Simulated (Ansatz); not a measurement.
FeSi in space group P2_13 (No. 198; Fe on 4a, Si on 4a), PBEsol in the plane-wave PAW code Ansatz: ε∞ = 89.0, cell volume 85.38 Å³. Infrared-active transverse modes:

```
ω_TO (cm⁻¹)  oscillator strength S_xx (e²/amu)
-----------  ---------------------------------
235.9                                   0.6290
308.3                                0.0001890
351.3                                    1.966
375.6                                   0.6435
478.8                                   0.9727
```

Question: Compute the static dielectric constant.

Answer: Each mode adds (4.921e7/V) S/ω²: 6.52, 0.00, 9.18, 2.63, 2.45. So ε0 = 110.

Symmetry was held in the PBEsol relaxation. The workflow began spin-polarised and lost its moments.

Potentials: the later of the program's two PAW sets.
